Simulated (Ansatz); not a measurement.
In DFT-PBE in the program Ansatz with PAW potentials, La in the dhcp (α-La type) structure (P6_3/mmc) relaxes to a = 3.764 Å, c = 12.099 Å.

Electronic character: metallic (no gap).

The bulk modulus is 24.9 GPa. The relaxed-ion elastic constants in GPa are C11 = 48.7, C12 = 17.0, C13 = 10.2, C33 = 54.6, C44 = 14.6. The elastic constants imply a Debye temperature near 161 K.

The PBE relaxation kept the symmetry of its start. As this level gives no gap, shear constants depend on the k-mesh and smearing (Fermi–Dirac, 0.1 eV here). Axis ratios of metals converge slowly with the k-mesh, so a and c are less sure than the volume. Spin–orbit coupling is left out wherever it is not named.

Potentials: the later of the program's two PAW sets.
